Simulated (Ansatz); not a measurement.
# Trigonal deformation path in AlNi

Level of theory: Ansatz 0.2.0, DFT PBEsol, scalar-relativistic, plane waves, PAW. The runs took a 420 eV cutoff, a Γ-centred 24×24×24 mesh and Gaussian smearing (0.15 eV). No spin polarisation. A magnetic state may lie lower. Energies are free energies at this smearing, counted from the undisturbed cell; pressure is positive in compression.

The undisturbed cell (relaxed at this level; it needn't be the usual structure):

```
Al Ni
1.0
     2.86217    0.00000    0.00000
     0.00000    2.86217    0.00000
     0.00000    0.00000    2.86217
Al Ni
1 1
Cartesian
  0.0000 0.0000 0.0000
  1.4311 1.4311 1.4311
```

At fixed volume and fractional coordinates, lengths along (0.577, 0.577, 0.577) are scaled against those across it; ρ is that ratio over its starting value. The cell is metallic on the mesh throughout. At ρ = 2.000 the cell becomes cubic (Fm-3m), and there the slope of the energy vanishes by symmetry.

```
    ρ  ΔE (meV/atom)
0.500         6202.2
0.600         2914.7
0.710         1115.5
0.850          203.9
0.930           36.2
1.000            0.0
1.080           33.3
1.200          159.5
1.410          442.9
1.700          755.3
2.000          835.7
```

Cost: 11 runs of about 8.7 core-minutes in all, on Intel Xeon Processor @ 2.50GHz (Skylake/Cascade Lake) (shared hosts).